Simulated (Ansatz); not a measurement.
GaAs:
```
GaAs
1.0
    3.94799     0.00000     0.00000
   -1.97399     3.41906     0.00000
    0.00000     0.00000     6.51033
Ga As
2 2
Direct
  0.33333   0.66667   0.00006
  0.66667   0.33333   0.50006
  0.33333   0.66667   0.37394
  0.66667   0.33333   0.87394
```

x, y and z are the axes in which the lattice vectors are written.

**Question.** Give the proper piezoelectric stress tensor with relaxed ions from plane-wave PAW LDA (Ansatz code).

**Answer.** In C/m², rows x, y, z, Voigt columns; mesh uncertainty up to 0.01.
```
 0.00   0.00   0.00   0.00   0.07   0.00
 0.00   0.00   0.00   0.07   0.00   0.00
 0.06   0.06  -0.29   0.00   0.00   0.00
```

The elastic tensor of the same run (GPa):

```
 141  48.2  31.2   0.0   0.0   0.0
48.2   141  31.2   0.0   0.0   0.0
31.2  31.2   165   0.0   0.0   0.0
 0.0   0.0   0.0  36.6   0.0   0.0
 0.0   0.0   0.0   0.0  36.6   0.0
 0.0   0.0   0.0   0.0   0.0  46.4
```

**Question.** Convert to strain constants d = e·S.

**Answer.** In pC/N:
```
 0.0   0.0   0.0   0.0   2.0   0.0
 0.0   0.0   0.0   2.0   0.0   0.0
 0.6   0.6  -2.0   0.0   0.0   0.0
```

Space group P6_3mc (wurtzite). The workflow started from a Materials Project entry (that database holds measured and hypothetical structures alike); the Crystallography Open Database copy checked does not list it. It is not the phase usual at ambient conditions (space group No. 216). Symmetry was held in the LDA relaxation; phonons on a q-mesh show no instability.

Potentials: the earlier of the program's two PAW sets.
